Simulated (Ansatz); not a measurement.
**Question.** Each is relaxed and computed with DFT-LDA in the program Ansatz with PAW potentials. Which alone has a direct gap?
A) CdCl2, R-3m (Cd on 3a, Cl on 6c)
B) NaCl, CsCl type
C) LiCl, wurtzite
D) BAs, wurtzite

**Answer.** C, LiCl, wurtzite. LiCl: gap 5.86 eV (direct); BAs: gap 1.05 eV (indirect); NaCl: gap 4.01 eV (indirect); CdCl2: gap 3.33 eV (indirect). Not the usual ambient phase: LiCl, wurtzite; BAs, wurtzite; NaCl, CsCl type. Standing as an ambient phase not checked: CdCl2, R-3m (Cd on 3a, Cl on 6c). Weakly bound layers, chains or molecules computed without a dispersion correction, so cells and soft constants are ill determined: CdCl2, R-3m (Cd on 3a, Cl on 6c). Unstable at this level: NaCl, CsCl type. All cells were relaxed under the symmetry of their starts (and spin orders); stability against distortions was not tested throughout. Scalar-relativistic: spin–orbit coupling is off unless named, which matters more the heavier the elements.

Potentials: the later of the program's two PAW sets.
